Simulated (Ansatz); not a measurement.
ZrRh₃ in space group I4/mmm (No. 139; Rh on 2b, Rh on 4d, Zr on 2a) under volume change, PBEsol in the plane-wave PAW code Ansatz, shape and atoms relaxed at each volume.

```tsv
V (Å³/atom)	E − E(relaxed) (meV/atom)	P (GPa)
13.668	104.7	27.13
14.118	43.8	16.50
14.569	…	…
15.019	0.0	0.00
15.470	9.2	-6.36
15.921	…	…
16.371	74.3	-16.21
```

Task: Some entries are withheld; supply them.

Result: 
- 15.921, E − E(relaxed) (meV/atom): 34.8
- 15.921, P (GPa): -11.71
- 14.569, E − E(relaxed) (meV/atom): 10.3
- 14.569, P (GPa): 7.55

Task: What does a third-order Birch–Murnaghan fit give for V₀, B₀ and B′?

Result: V₀ = 15.02 Å³/atom, B₀ = 230 GPa, B′ = 4.7.

The cell is a constructed one: a structure type filled with these elements; neither database checked (COD, Materials Project) lists it. COD files the formula under space group No. 221, so this cell is another polymorph or a model. Whether it is the stable phase at ambient conditions was not checked. Symmetry was held in the PBEsol relaxation; of distortions, only those at the zone centre were tested. No spin polarisation was allowed.

Potentials: the earlier of the program's two PAW sets.
